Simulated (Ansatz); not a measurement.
MgI2:
```yaml
crystal:
  lattice:
    - [4.12427, 0.00000, 0.00000]
    - [-2.06214, 3.57173, 0.00000]
    - [0.00000, 0.00000, 6.83210]
  atoms:
    - { symbol: Mg, position: [0.00000, 0.00000, 0.00000] }
    - { symbol: I, position: [0.33333, 0.66667, 0.24550] }
    - { symbol: I, position: [0.66667, 0.33333, 0.75450] }
```

Relaxed with PBE+D3(BJ). The program Ansatz at the PBE+D3(BJ) level (PAW) gives a gap of 3.50 eV.

Task: What gap does HSE06 give on the same cell (Ansatz, PAW)?

Result: 4.45 eV, 0.95 eV more. The hybrid was solved on a coarser mesh and at special points; its gap is the smallest among all of these.

```csv
k,v1 PBE+D3(BJ),c1 PBE+D3(BJ),v1 HSE06,c1 HSE06
Γ,0.00,3.77,…,…
A,-0.16,4.77,…,…
K,-1.30,3.86,…,…
H,-0.56,4.84,-0.61,5.90
M,-0.45,3.67,-0.48,4.61
L,-0.72,3.56,…,…
```

Task: Top valence (v1) and lowest conduction level (c1) in eV from each method's valence maximum (which need not be a listed point): supply the withheld HSE06 values.

Result: 
- A, v1 HSE06: -0.16
- A, c1 HSE06: 5.83
- Γ, v1 HSE06: 0.00
- Γ, c1 HSE06: 4.80
- K, v1 HSE06: -1.39
- K, c1 HSE06: 4.81
- L, v1 HSE06: -0.76
- L, c1 HSE06: 4.52

Cost on shared cores: the PBE+D3(BJ) run (SCF on a 8×8×4 mesh, then bands and DOS) about 50 core-seconds (a rough figure), the HSE06 run (SCF on 6×6×3, then a few points) around 3 core-minutes (rough); the tasks are unlike.

Space group P-3m1 (CdI2 type). The PBE+D3(BJ) relaxation kept the symmetry of its start; phonons on a q-mesh show no instability. Spin–orbit coupling is left out wherever it is not named.

Potentials: the later of the program's two PAW sets.
